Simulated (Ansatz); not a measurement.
Y$_{2}$N:
```yaml
crystal:
  lattice:
    - [3.51076, 0.00000, 0.00000]
    - [-1.75538, 3.04041, 0.00000]
    - [0.00000, 0.00000, 5.97515]
  atoms:
    - { symbol: N, position: [0.00000, 0.00000, 0.00000] }
    - { symbol: Y, position: [0.33333, 0.66667, 0.22229] }
    - { symbol: Y, position: [0.66667, 0.33333, 0.77771] }
```

Relaxed with PBE. Special points in fractions of this cell's reciprocal vectors: Γ (0.000, 0.000, 0.000); M (0.500, 0.000, 0.000); K (0.333, 0.333, 0.000); A (0.000, 0.000, 0.500); L (0.500, 0.000, 0.500); H (0.333, 0.333, 0.500).

**Question.** List the band energies nearest the Fermi level at these points for the program Ansatz at the PBE level (PAW).

**Answer.** In eV from the Fermi level; about four levels below and three above (degenerate sets whole), none deeper than 8.9 eV; points with the same levels are listed once.

| k | below | above |
|---|---|---|
| Γ | -4.60 -3.17 -3.17 -2.67 | 1.72 2.14 2.16 2.16 |
| M | -3.19 -3.13 -1.00 -0.09 | 0.42 3.23 3.92 |
| K | -3.66 -3.66 -3.07 -0.26 | 0.01 0.01 3.13 3.13 |
| A | -4.92 -3.20 -3.20 -1.33 | 0.01 1.85 1.85 |
| L | -4.39 -3.24 -3.07 -0.50 | 0.06 0.15 2.18 |
| H | -3.79 -3.79 -3.11 | 0.48 0.49 0.49 |

Space group P-3m1 (anti-CdI2 type). A made-up cell: these elements were put on the sites of a structure type; neither database checked (COD, Materials Project) lists it. Whether it is the stable phase at ambient conditions was not checked. The PBE relaxation kept the symmetry of its start; its stability against distortions is not shown here. The run is not spin-polarised. With an odd number of electrons in the cell and no spin polarisation, the count alone makes it a metal. Spin–orbit coupling is left out wherever it is not named.

Potentials: the later of the program's two PAW sets.
